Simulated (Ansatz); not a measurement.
Is this NaP2 structure stable?

It was reached by relaxing an invented guess, and it needn't be the stable form of this composition.

All numbers below come from DFT PBE, scalar-relativistic, plane waves, PAW (Ansatz 0.2.0). Cutoff 420 eV, Γ-centred 14×14×12 mesh (3-atom cell), Gaussian smearing of 0.10 eV, no spin polarisation.

```cif
data_structure
_symmetry_space_group_name_H-M 'C2/m'
_symmetry_Int_Tables_number 12
_cell_length_a 9.3068
_cell_length_b 3.3118
_cell_length_c 4.1502
_cell_angle_alpha 90.000
_cell_angle_beta 97.305
_cell_angle_gamma 90.000
_cell_volume 126.88
loop_
_atom_site_label
_atom_site_type_symbol
_atom_site_symmetry_multiplicity
_atom_site_Wyckoff_symbol
_atom_site_fract_x
_atom_site_fract_y
_atom_site_fract_z
_atom_site_occupancy
Na1 Na 2 c 0.00000 0.00000 0.50000 1
P1 P 4 i 0.20569 0.50000 0.12501 1
```

Energies over the elements count from the elements' standard structures at the same level, with no fitted energy shifts. The references include black phosphorus.

Question: These tests were run: energy against the elements; phonons at Γ. What do they show?

Answer:

| test | result |
| --- | --- |
| energy against the elements | −0.23 eV/atom |
| phonons at Γ | lowest optical mode 65 cm⁻¹ |

It fails none of these tests. Whether a mixture of other phases lies lower isn't tested here. Phonons away from Γ weren't computed.

An odd number of electrons in the primitive cell allows no gap without spin; a larger cell or a magnetic state could open one. The cell is a metal run without spin; a magnetic state may lie lower. The reference form of P is held partly by dispersion forces, which this level lacks. The run for the phonons used a 14×14×12 k mesh and Fermi–Dirac smearing of 0.15 eV.
